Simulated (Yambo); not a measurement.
G0W0@PBEsol for NaCaIrH₆ (space group F-43m, No. 216) in Yambo. Reference settings: 4×4×4 Γ-centred k mesh, bands 6 to 140 and a 7 Ry block in the screening, 140 bands in G with the Bruneval-Gonze terminator, plasmon pole fitted at 27.2 eV. The PBEsol gap W → X on this mesh is 3.25 eV; G0W0 gaps are taken between the same points.

```tsv
change from the reference	G0W0 gap W → X (eV)	shift of the valence edge (eV)
reference settings	4.85	-0.62
no terminator	4.81	-0.42
92 bands in G, no terminator	4.79	-0.25
92 bands in G	4.85	-0.60
3 Ry block	4.74	-0.50
6 Ry block	4.83	-0.60
1 Ry block	(withheld)	-0.42
no random integration	4.79	-0.43
```

Estimate the withheld gaps from the other rows; the computed values follow.


- 1 Ry block, G0W0 gap W → X (eV): 4.77

The reference isn't shown to be the converged limit.

Spin-orbit coupling is not included.

Geometry of the Materials Project entry, not relaxed at this level; primitive cell a = b = c = 5.110 Å, α = β = γ = 60.00°.

The structure is a Materials Project entry; no match was found in the copy of COD used, and its stability was not checked.

A shift is the quasiparticle energy of the state minus its PBEsol energy.
